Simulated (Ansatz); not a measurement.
**CaO: computed property card**

CaO:
Space group P4/nmm, origin choice 1 (No. 129); a = b = 4.169 Å, c = 3.195 Å, α = β = γ = 90.00°

```json
[
 {"atom": "Ca", "site": "2c", "symmetry": "4mm", "x": "0.5000", "y": "0.0000", "z": "0.2933"},
 {"atom": "O", "site": "2a", "symmetry": "-4m2", "x": "0.0000", "y": "0.0000", "z": "0.0000"}
]
```

Space group P4/nmm (No. 129); conventional cell a = 4.169 Å, b = 4.169 Å, c = 3.195 Å, α = 90.00°, β = 90.00°, γ = 90.00°.

Method: r²SCAN (plane waves, PAW; program Ansatz). Structure relaxed to zero pressure with the same functional. Other levels are named where they apply.

### Cell and energy

```yaml
volume_per_atom: 13.88 Å³
density: 3.35 g/cm³
Formation energy from the elements (no fitted shifts): -2.80 eV/atom
```

### Electronic structure

```yaml
band_gap: 4.06 eV (indirect)
valence_band_maximum: on the M–Γ line, 59 % of the way from M
conduction_band_minimum: at Γ
smallest_direct_gap_on_the_standard_path: 4.21 eV
electron_effective_mass: 0.47 mₑ (isotropic)
hole_effective_mass: 0.88, 1.9, 2.9 mₑ (principal values)
HSE06 gap on the r²SCAN cell: 4.83 eV
```

### Mechanics

```yaml
Bulk modulus (Birch–Murnaghan fit): 33.4 GPa
Pressure derivative B′: 8.8
```

### Charges

```yaml
bader_charges: Ca +1.50, O -1.50 e
```

The start of the workflow was typed in or built on a structure type; neither database checked (COD, Materials Project) lists it. It is not the phase usual at ambient conditions (space group No. 225). The r²SCAN relaxation kept the symmetry of its start; its stability against distortions is not shown here. The volume moved by -17 % from the start of the relaxation. The references are the lowest solids computed at this level, not always the standard phases (solids in place of the gases).

Potentials: the earlier of the program's two PAW sets.
